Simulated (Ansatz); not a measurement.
**KRh: from a first guess to the relaxed L10 type**

First guess:

```yaml
crystal:
  lattice:
    - [3.58716, 0.00000, 0.00000]
    - [0.00000, 3.58716, 0.00000]
    - [0.00000, 0.00000, 4.87854]
  atoms:
    - { symbol: K, position: [0.00000, 0.00000, 0.00000] }
    - { symbol: Rh, position: [0.50000, 0.50000, 0.50000] }
```

All numbers below come from DFT, LDA, PAW with Ansatz's default frozen-core files, scalar-relativistic in Ansatz 0.2.0.

Cell and atoms relax within the symmetry of the start on a 9×9×7 k mesh with 0.05 eV Fermi–Dirac smearing.

The start is built from a prototype, known or not as a phase of this compound; the cutoff is 420 eV.

(1) What is the pressure of the first guess?

(2) What does it relax to?

(3) How much energy does the relaxation release?

## Answers

(1) -7.56 GPa.

(2) a = 2.697 Å, b = 2.697 Å, c = 5.172 Å, α = 90.00°, β = 90.00°, γ = 90.00° (conventional cell), 18.81 Å³ per atom:
```cif
data_structure
_symmetry_space_group_name_H-M 'P4/mmm'
_symmetry_Int_Tables_number 123
_cell_length_a 2.6967
_cell_length_b 2.6967
_cell_length_c 5.1722
_cell_angle_alpha 90.000
_cell_angle_beta 90.000
_cell_angle_gamma 90.000
_cell_volume 37.61
loop_
_atom_site_label
_atom_site_type_symbol
_atom_site_symmetry_multiplicity
_atom_site_Wyckoff_symbol
_atom_site_fract_x
_atom_site_fract_y
_atom_site_fract_z
_atom_site_occupancy
K1 K 1 a 0.00000 0.00000 0.00000 1
Rh1 Rh 1 d 0.50000 0.50000 0.50000 1
```

(3) 770 meV/atom.
